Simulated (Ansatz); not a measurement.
ZnNi (CsCl type, Pm-3m), r²SCAN in the plane-wave PAW code Ansatz, all energies at zero smearing, with the estimated change up to a 700 eV cutoff added, with one set of potentials and settings (totals compare only within such a set). Cell of 2 atoms (1 Ni, 1 Zn): -9171.448 eV.

| element | reference phase | E (eV/atom) |
|---|---|---|
| Ni | Fm-3m, 1 atoms in the cell, spin-polarised | -5845.2912 |
| Zn | P6_3/mmc, 2 atoms in the cell | -3325.6729 |

Formation energy per atom, worked out: (-9171.448 − 1×(-5845.2912) − 1×(-3325.6729))/2 = -0.242 eV/atom (-23 kJ per mol of atoms), at 0 K, without zero-point energy or fitted corrections.

The workflow started from an entry of the Crystallography Open Database (COD), which files this formula under 3 space groups. Whether it is the stable phase at ambient conditions was not checked. The r²SCAN relaxation kept the symmetry of its start; whether a distortion lowers the energy is not shown. Spin order of the final state: ferromagnetic, the only order run, not a proven ground state. The cell computed holds one magnetic atom, so no antiferromagnetic order was within reach. Other orbital occupations within this spin state were not tried. The references are the lowest solids computed at this level, not always the standard phases.

Potentials: the later of the program's two PAW sets.
